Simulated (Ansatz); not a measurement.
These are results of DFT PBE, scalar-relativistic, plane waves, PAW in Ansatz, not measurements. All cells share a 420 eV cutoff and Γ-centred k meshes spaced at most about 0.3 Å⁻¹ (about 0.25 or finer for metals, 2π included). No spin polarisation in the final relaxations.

All energies are static (0 K, no zero-point motion).

Compare these two cells of HfSi4, each relaxed at this level.

A.

```xyz
5
Lattice="5.1827 0.0000 0.0000 -2.5914 4.4884 0.0000 0.0000 0.0000 5.1328" Properties=species:S:1:pos:R:3 pbc="T T T"
Hf    0.0000    0.0000    2.5664
Si    2.5914    0.0000    2.5664
Si   -1.2957    2.2442    2.5664
Si    1.2957    2.2442    2.5664
Si    0.0000    0.0000    0.0000
```

B.

```xyz
10
Lattice="0.0000 4.7024 4.7024 4.7024 0.0000 4.7024 4.7024 4.7024 0.0000" Properties=species:S:1:pos:R:3 pbc="T T T"
Hf    0.0000    0.0000    0.0000
Hf    2.3512    2.3512    2.3512
Si    3.8564    3.8564    3.8564
Si    5.5484    5.5484    3.8564
Si    5.5484    3.8564    5.5484
Si    6.2076    6.2076    7.8996
Si    7.8996    7.8996    7.8996
Si    3.8564    5.5484    5.5484
Si    6.2076    7.8996    6.2076
Si    7.8996    6.2076    6.2076
```

Question: Which would you expect to be lower, and how large is the difference?

Answer: A is lower, by 70 meV/atom. A has space group P6/mmm (No. 191), 23.9 Å³/atom and no gap on its mesh; B has space group Fd-3m (No. 227), 20.8 Å³/atom and no gap. Counting Si atoms around Hf (those within 1.25 times the shortest such distance or 1.15 times the sum of covalent radii), A has Hf 8 and B has Hf 4. B holds Si–Si units of three or more atoms (shortest 2.39 Å); in A the shortest Si–Si distance is 2.59 Å, near bonding range too. The lower one is the more open, so pressure narrows the difference. Even the lower one lies +0.45 eV/atom against the reference forms of the elements (uncorrected), so neither is stable at this level. Both come from invented guesses. A third cell relaxed alike, in Im-3m, lies 175 meV/atom below the lower of the two.

These runs have no spin–orbit coupling, which can matter for Hf. Cells relaxed within their symmetry can be saddle points.
